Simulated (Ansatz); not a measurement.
Ag: an elastic constant from a strain scan

All numbers below come from DFT PBEsol, scalar-relativistic, plane waves, PAW in Ansatz. Settings: plane waves to 420 eV, k-mesh 24×24×14 (Γ-centred), Gaussian smearing 0.15 eV. No spin polarisation. Energies are free energies at this smearing, counted from the undisturbed cell; pressure is positive in compression.

Reference structure (relaxed at this level; with this scan's settings it stands at -0.1 GPa; this form isn't the usual structure):

```
Ag
1.0
     2.86706    0.00000    0.00000
    -1.43353    2.48295    0.00000
     0.00000    0.00000    4.69071
Ag
2
Direct
  0.33333 0.66667 0.25000
  0.66667 0.33333 0.75000
```

The cell is strained by ε times the Voigt pattern (1, 1, 0, 0, 0, 0) (xx, yy, zz, yz, xz, xy; engineering shear) with fractional coordinates fixed. The cell holds 2 atoms in V0 = 33.39 Å³. The stress column is τ = (1/V0) dE/dε, got from the stress tensor σ (compression positive) at each point as −det(1 + εP) σ : P(1 + εP)⁻¹, with P the pattern as a tensor.

```
      ε  ΔE (meV/atom)  τ (GPa)
-0.0400         52.701  -28.044
-0.0300         27.977  -19.570
-0.0200         11.575  -12.058
 0.0000          0.000    0.437
 0.0100          3.205    5.608
 0.0200         11.460   10.134
 0.0300         24.105   14.036
 0.0400              ?        ?
```

Task: Which combination of elastic constants does this scan measure, and how large is it?

Result: For small ε, τ = τ0 + Kε with K = pᵀCp, which for this pattern is C11 + C22 + 2 C12 in the Cartesian frame shown. The parabola through τ at ε = -0.0200, 0 and 0.0100 has slope K = 553 GPa at zero. The energies per cell, E = NΔE, of the same two points give K = 2[E(ε₊)/ε₊ − E(ε₋)/ε₋]/[(ε₊ − ε₋)V0] = 575 GPa, in agreement.

Task: Predict the withheld row at ε = 0.0400 from the harmonic law, and compare.

Result: ΔE = V0(τ0 ε + Kε²/2)/N = 47.920 meV/atom and τ = 22.56 GPa. The calculation gives 40.515 meV/atom and 17.37 GPa: the energy lies 15 % below the harmonic value, as bonds soften when stretched.

In a metal these slopes depend on the k mesh and the smearing.

Cost: 8 runs of about 4.7 core-minutes in all, on Intel Xeon Processor @ 2.50GHz (Skylake/Cascade Lake) (shared hosts).